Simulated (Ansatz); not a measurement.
Input:

TiNi:
```
CELL_PARAMETERS angstrom
      2.93825     0.00000     0.00000
      0.00000     2.93825     0.00000
      0.00000     0.00000     2.93825
ATOMIC_POSITIONS crystal
  Ti 0.50000 0.50000 0.50000
  Ni 0.00000 0.00000 0.00000
```

This is the LDA-relaxed structure.

Q: All from LDA in the plane-wave PAW code Ansatz, unless another level is named. Predict the density of states at the Fermi level.

A: 1.3 states/eV per atom (mean over ±0.08 eV).

Q: What about the formation energy from the elements (no fitted shifts)?

A: -0.37 eV/atom.

Space group Pm-3m (CsCl type). The first step of the workflow began from a Materials Project structure, measured or hypothetical; the Crystallography Open Database copy checked does not list it. COD files the formula under space group No. 11, 147, so this cell is another polymorph or a model. With Ti and Ni taken as one species the cell has the higher symmetry Im-3m, so it may be an ordered model of a mixed-site phase. Whether it is the stable phase at ambient conditions was not checked. The cell was relaxed with LDA under the symmetry of its start; of distortions, only those at the zone centre were tested. The run is not spin-polarised. The references are the lowest solids computed at this level, not always the standard phases.

Potentials: the later of the program's two PAW sets.
